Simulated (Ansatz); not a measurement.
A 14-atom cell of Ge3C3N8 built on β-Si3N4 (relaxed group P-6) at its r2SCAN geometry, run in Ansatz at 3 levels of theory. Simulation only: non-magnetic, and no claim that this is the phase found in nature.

The PBE+SOC input:
```yaml
crystal:
  lattice:
    - [7.2127117962, -2.8e-09, 0.0]
    - [-3.6063558956, 6.2463916471, 0.0]
    - [0.0, 0.0, 2.7673019336]
  atoms:
    - { symbol: Ge, position: [0.2293700551, 0.84738495, 0.5] }
    - { symbol: C, position: [0.4340339896, 0.2479239987, 0.0] }
    - { symbol: C, position: [0.8138900091, 0.5659660104, 0.0] }
    - { symbol: Ge, position: [0.15261505, 0.3819851052, 0.5] }
    - { symbol: Ge, position: [0.6180148948, 0.7706299449, 0.5] }
    - { symbol: C, position: [0.7520760013, 0.1861099909, 0.0] }
    - { symbol: "N", position: [0.3333333333, 0.6666666667, 0.5] }
    - { symbol: "N", position: [0.6666666667, 0.3333333333, 0.0] }
    - { symbol: "N", position: [0.9488184427, 0.6135534437, 0.5] }
    - { symbol: "N", position: [0.293223618, 1.0247064503, 0.0] }
    - { symbol: "N", position: [0.7314828323, 0.706776382, 0.0] }
    - { symbol: "N", position: [0.3864465563, 0.335264999, 0.5] }
    - { symbol: "N", position: [-0.0247064503, 0.2685171677, 0.0] }
    - { symbol: "N", position: [0.664735001, 0.0511815573, 0.5] }
kpoints:
  mp_grid: { grid: [6, 6, 10] }
  band_path:
    path:
      - [0.0, 0.0, 0.0]
      - [0.5, 0.0, 0.0]
      - [0.3333333333, 0.3333333333, 0.0]
      - [0.0, 0.0, 0.5]
      - [0.5, 0.0, 0.5]
      - [0.3333333333, 0.3333333333, 0.5]
    npoints: 1
hamiltonian:
  xc: pbe
scf:
  occupations: { method: fixed }
  n_extra_bands: 14
magnetization:
  noncollinear: true
  spin_orbit: true
output:
  forces: true
  stress: true
  eigenvalues: true
```

Main results, then, where recorded, the levels near the gap in eV from the Fermi energy (columns number the bands from 0), one row a point of the path (Γ, M, K, A, L, H):
```
Crystal: 14 atoms, lattice volume = 124.676 Å³
Symmetry: 6 space group operations + 6 with time reversal
Magnetic group: BNS 174.134 (UNI 1364)
```
```
Basis set: ecut = 420 eV, 2433 PW (Γ)
Bands: 108, of which v1, the nominal top of the filled ones, is band 94 counted from 1 (93 counted from 0)
k-points: 48 of 360 (time reversal used)
Free energy (F): -16701.655586 eV
Fermi energy:    10.707704 eV
--- Forces (eV/Å), atoms counted from 1 ---
  atom   1  Ge    -0.01803    -0.02504      0.00000
  atom   2  C     -0.07534      0.05413      0.00000
  atom   3  C       0.08455      0.03818      0.00000
  atom   4  Ge      0.03070    -0.00309      0.00000
  atom   5  Ge    -0.01267      0.02813      0.00000
  atom   6  C     -0.00921    -0.09231      0.00000
  atom   7  N       0.00000      0.00000      0.00000
  atom   8  N       0.00000      0.00000      0.00000
  atom   9  N     -0.14966    -0.22456      0.00000
  atom  10  N     -0.13403      0.41810      0.00000
  atom  11  N       0.42910    -0.09298      0.00000
  atom  12  N       0.26930    -0.01733      0.00000
  atom  13  N     -0.29507    -0.32512      0.00000
  atom  14  N     -0.11964      0.24189      0.00000
--- Stress (GPa, compression-positive) ---
        6.428719       0.000002       0.000000
       -0.000002       6.428719       0.000000
        0.000000       0.000000       6.305956
  P = ⅓ Tr σ = 6.3878 GPa (63.878 kbar)
```
```tsv
band_84	band_85	band_86	band_87	band_88	band_89	band_90	band_91	band_92	band_93	band_94	band_95	band_96	band_97	band_98	band_99
-0.785	-0.785	-0.779	-0.779	-0.406	-0.406	-0.306	-0.306	-0.042	-0.042	1.839	1.839	2.110	2.110	2.114	2.114
-1.515	-1.515	-1.330	-1.330	-0.313	-0.313	-0.298	-0.298	-0.012	-0.012	2.131	2.131	2.196	2.196	2.318	2.318
-1.651	-1.647	-1.245	-1.242	-0.423	-0.422	-0.316	-0.316	-0.001	0.000	2.217	2.217	2.270	2.275	2.285	2.287
-1.628	-1.628	-1.624	-1.624	-1.568	-1.568	-1.566	-1.566	-1.243	-1.243	3.228	3.228	3.230	3.230	4.845	4.845
-1.814	-1.814	-1.802	-1.802	-1.450	-1.450	-1.372	-1.372	-0.737	-0.737	3.027	3.027	3.794	3.794	4.332	4.332
-1.989	-1.976	-1.922	-1.893	-1.319	-1.318	-1.132	-1.128	-0.868	-0.865	3.136	3.138	3.685	3.688	4.440	4.440
```

The PBE+SOC gap is indirect, 1.84 eV (K to Γ), below the direct gap of 1.88 eV at Γ.

Q: Another run on the same cell gave
```
Basis set: ecut = 500 eV, 3125 PW (Γ)
Bands: 54, of which v1, the nominal top of the filled ones, is band 47 counted from 1 (46 counted from 0)
k-points: 48 of 360 (time reversal used)
Free energy (F): -16735.098427 eV
Fermi energy:    10.424880 eV
--- Forces (eV/Å), atoms counted from 1 ---
  atom   1  Ge      0.00118      0.00133      0.00000
  atom   2  C       0.00117    -0.00120      0.00000
  atom   3  C     -0.00163    -0.00041      0.00000
  atom   4  Ge    -0.00174      0.00035      0.00000
  atom   5  Ge      0.00056    -0.00168      0.00000
  atom   6  C       0.00046      0.00161      0.00000
  atom   7  N       0.00000      0.00000      0.00000
  atom   8  N       0.00000      0.00000      0.00000
  atom   9  N     -0.00031    -0.00120      0.00000
  atom  10  N       0.00151      0.00159      0.00000
  atom  11  N       0.00062    -0.00210      0.00000
  atom  12  N       0.00119      0.00033      0.00000
  atom  13  N     -0.00213      0.00052      0.00000
  atom  14  N     -0.00088      0.00087      0.00000
--- Stress (GPa, compression-positive) ---
       -0.001083      -0.000010       0.000000
        0.000010      -0.001083       0.000000
        0.000000       0.000000       0.011580
  P = ⅓ Tr σ = 0.0031 GPa (0.031 kbar)
```
```tsv
band_42	band_43	band_44	band_45	band_46	band_47	band_48	band_49
-0.774	-0.774	-0.436	-0.264	-0.041	2.159	2.468	2.468
-1.542	-1.357	-0.307	-0.277	-0.012	2.470	2.548	2.689
-1.677	-1.269	-0.438	-0.283	0.000	2.579	2.626	2.633
-1.669	-1.669	-1.620	-1.620	-1.273	3.670	3.670	5.412
-1.861	-1.828	-1.494	-1.406	-0.769	3.431	4.291	4.885
-2.041	-1.931	-1.360	-1.144	-0.904	3.548	4.172	4.894
```
Which level of theory gave it?

A: It is r2SCAN, on 6×6×10; the blocks that differ from the first input, but for the band path:
```yaml
hamiltonian:
  xc: r2scan
scf:
  occupations: { method: fixed }
  n_extra_bands: 7
```
(magnetization left out)
With r2SCAN the valence top lies at K and the conduction bottom at Γ, 2.16 eV higher; the smallest vertical gap, at Γ, is 2.20 eV. The mean stress is close to zero (0.00 GPa).

Q: In the first input these blocks are replaced (the band path and keys that only write files left aside):
```yaml
kpoints:
  mp_grid: { grid: [3, 3, 6] }
hamiltonian:
  xc: hse06
scf:
  occupations: { method: fixed }
  n_extra_bands: 7
```
(magnetization left out)
What comes out?

A:
```
Basis set: ecut = 420 eV, 2433 PW (Γ)
Bands: 54, of which v1, the nominal top of the filled ones, is band 47 counted from 1 (46 counted from 0)
k-points: 12 of 54 (time reversal used)
Exchange kernel: α = 0.2500, screened, ω = 0.2079 Å⁻¹, Wigner–Seitz truncation, v(0) = 1043.2637 eV·Å³, q-mesh 3×3×6
hybrid outer 1: dexx = +5.016e-2 eV, tail = 2.23e-4 eV
hybrid outer 2: dexx = +3.550e-6 eV, tail = 6.56e-8 eV, Δε = 2.82e-3 eV, ΔF = 7.99e-3 eV/Å
Free energy (F): -16703.222988 eV
Fermi energy:    9.813600 eV
--- Forces (eV/Å), atoms counted from 1 ---
  atom   1  Ge      0.04358      0.04077      0.00000
  atom   2  C     -0.05705      0.20376      0.00000
  atom   3  C       0.20499    -0.05247      0.00000
  atom   4  Ge    -0.05710      0.01735      0.00000
  atom   5  Ge      0.01352    -0.05812      0.00000
  atom   6  C     -0.14794    -0.15129      0.00000
  atom   7  N       0.00000      0.00000      0.00000
  atom   8  N       0.00000      0.00000      0.00000
  atom   9  N     -0.31239    -0.03969      0.00000
  atom  10  N       0.06186      0.01472      0.00000
  atom  11  N     -0.01819    -0.06093      0.00000
  atom  12  N       0.19056    -0.25069      0.00000
  atom  13  N     -0.04367      0.04621      0.00000
  atom  14  N       0.12182      0.29038      0.00000
--- Stress (GPa, compression-positive) ---
       -2.819216      -0.000001       0.000000
        0.000001      -2.819216       0.000000
        0.000000       0.000000      -3.829713
  P = ⅓ Tr σ = -3.1560 GPa (-31.560 kbar)
```
```tsv
band_42	band_43	band_44	band_45	band_46	band_47	band_48	band_49
-0.811	-0.811	-0.518	-0.207	-0.039	3.259	3.566	3.566
-1.669	-1.462	-0.363	-0.229	-0.013	3.561	3.667	3.794
-1.793	-1.354	-0.504	-0.238	0.000	3.700	3.720	3.730
-1.813	-1.813	-1.709	-1.709	-1.355	4.560	4.560	6.434
-1.958	-1.919	-1.566	-1.510	-0.838	4.356	5.193	5.945
-2.224	-2.048	-1.429	-1.171	-1.016	4.474	5.080	5.913
```
With HSE06 the valence top lies at K and the conduction bottom at Γ, 3.26 eV higher; the smallest vertical gap, at Γ, is 3.30 eV. With the atoms held, the mean pressure is -3.2 GPa (compression positive). (The program warns that its thresholds are loose for a hybrid's stress.)

Small level splittings and stresses of the hybrids carry the error of their coarser meshes.

Totals of different functionals, or with and without spin-orbit coupling, can't be compared.

Only the levels marked +SOC include spin-orbit coupling.
